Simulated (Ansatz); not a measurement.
# TlHg₃: computed property card

TlHg3:
Space group Pm-3m (No. 221); a = 4.6548 Å, b = 4.6548 Å, c = 4.6548 Å, α = 90.00°, β = 90.00°, γ = 90.00°

| atom | site | symmetry | x | y | z |
|---|---|---|---|---|---|
| Hg | 3c | 4/mm.m | 0.0000 | 0.5000 | 0.5000 |
| Tl | 1a | m-3m | 0.0000 | 0.0000 | 0.0000 |

Space group Pm-3m (No. 221), Cu3Au type; conventional cell a = 4.6548 Å, b = 4.6548 Å, c = 4.6548 Å, α = 90.00°, β = 90.00°, γ = 90.00°.

Method: plane-wave PAW PBEsol (Ansatz code). Structure relaxed to zero pressure with the same functional. Other levels are named where they apply.

### Cell and energy

```
Item                                                            Value
-----------------------------------------------------  --------------
Volume per atom                                              25.21 Å³
Density                                                   13.27 g/cm³
Formation energy from the elements (no fitted shifts)  -0.030 eV/atom
```

### Electronic structure

```
Quantity                                                                     Value
------------------------------------  --------------------------------------------
Electronic character                                             metallic (no gap)
Density of states at the Fermi level  0.27 states/eV per atom (mean over ±0.08 eV)
Gap with spin–orbit coupling                                       none (metallic)
```

### Mechanics

```
Property                                                                      Result
--------------------------------------------  --------------------------------------
Bulk modulus (Birch–Murnaghan fit)                                          35.1 GPa
Pressure derivative B′                                                           5.0
Elastic constants (relaxed ions, GPa)              C11 = 40.0, C12 = 32.4, C44 = 6.4
Mechanical stability                          stable (all eigenvalues of C positive)
Hill bulk and shear moduli                                          34.9 and 5.2 GPa
Young's modulus                                                             14.9 GPa
Poisson's ratio                                                                 0.43
Debye temperature from the elastic constants                                  72.3 K
```

### Charges

```
Property                     Result
-------------  --------------------
Bader charges  Hg -0.10, Tl +0.31 e
```

The workflow started from an entry of the Crystallography Open Database (COD). Its standing as an ambient phase is unchecked. The PBEsol relaxation kept the symmetry of its start; whether a distortion lowers the energy is not shown. As this level gives no gap, shear constants depend on the k-mesh and smearing (Fermi–Dirac, 0.1 eV here). The references are the lowest solids computed at this level, not always the standard phases. Spin–orbit coupling is left out wherever it is not named.

Potentials: the later of the program's two PAW sets.
